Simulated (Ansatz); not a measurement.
One stationary structure of PbS. Space group Fm-3m (No. 225), rock salt type. All values below come from PBE (plane waves to 420 eV, PAW, scalar-relativistic; Ansatz, a program for electronic structure).

```xyz
2
Lattice="0.0000 3.0044 3.0044 3.0044 0.0000 3.0044 3.0044 3.0044 0.0000" Properties=species:S:1:pos:R:3 pbc="T T T"
S      0.0000     0.0000     0.0000
Pb     3.0044     3.0044     3.0044
```

Estimate the band gap that PBE returns for this input.

0.50 eV, direct (no spin-orbit coupling).

No spin polarisation in the result. Without spin-orbit coupling the bands of the heavy element are not split, so the gap can be far off.

The run could not lose the symmetry of its start.
